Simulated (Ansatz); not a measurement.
CdTe (zinc blende), conventional cell a = 6.558 Å, b = 6.558 Å, c = 6.558 Å, α = 90.00°, β = 90.00°, γ = 90.00°. The calculation uses the primitive cell of 2 atoms, to which meshes and values per cell refer.

The relaxed cell is deformed in two ways at once: its volume V is scaled, and at that volume it is stretched along z (the c axis of the conventional cell) so that c/a changes. Fractional atomic positions are held.

Calculation: r2SCAN (plane waves to 500 eV, PAW, scalar-relativistic; Ansatz, a first-principles code). k mesh 9×9×9 (Γ-centred), Fermi-Dirac smearing 0.05 eV. Compression counts positive. CdTe was relaxed with its symmetry unable to fall. Spin-orbit coupling is left out, though Te is heavy.

Changes of σzz (GPa) from the point V/V₀ = 1.000, (c/a)/(c/a)₀ = 1.000 when one coordinate moves alone (two changes are said to add if the coupling is within 5 % of the smaller one, nearly so within 20 %):

```
point                               change
----------------------------------  ------
V/V₀ = 1.000, (c/a)/(c/a)₀ = 0.880   0.831
V/V₀ = 1.000, (c/a)/(c/a)₀ = 0.920   0.672
V/V₀ = 1.000, (c/a)/(c/a)₀ = 0.960   0.394
V/V₀ = 0.920, (c/a)/(c/a)₀ = 1.000   4.079
V/V₀ = 0.947, (c/a)/(c/a)₀ = 1.000   2.509
V/V₀ = 0.973, (c/a)/(c/a)₀ = 1.000   1.160
V/V₀ = 1.027, (c/a)/(c/a)₀ = 1.000  -0.998
V/V₀ = 1.053, (c/a)/(c/a)₀ = 1.000  -1.856
V/V₀ = 1.080, (c/a)/(c/a)₀ = 1.000  -2.593
V/V₀ = 1.000, (c/a)/(c/a)₀ = 1.040  -0.503
V/V₀ = 1.000, (c/a)/(c/a)₀ = 1.080  -1.106
V/V₀ = 1.000, (c/a)/(c/a)₀ = 1.120  -1.799
```

Problem. Do the two effects add at V/V₀ = 1.027, (c/a)/(c/a)₀ = 0.880? Give the computed change.

Solution. The sum of the single changes is -0.998 + (0.831) = -0.167; the calculation gives -0.064, so the coupling contributes 0.103 (under 20 % of the smaller single change, nearly additive).

Problem. What is the change at V/V₀ = 0.973, (c/a)/(c/a)₀ = 0.960, where both move, and how far is it from the sum?

Solution. The sum of the single changes is 1.160 + (0.394) = 1.554; the calculation gives 1.524, so the coupling contributes -0.030 (under 20 % of the smaller single change, nearly additive).

Problem. What is the change at V/V₀ = 0.947, (c/a)/(c/a)₀ = 1.120, where both move, and how far is it from the sum?

Solution. The sum of the single changes is 2.509 + (-1.799) = 0.710; the calculation gives 0.774, so they add (within 5 % of the smaller single change).

(A scan under strain: stresses follow from slopes of the energy per volume, elastic moduli from its curvatures.)
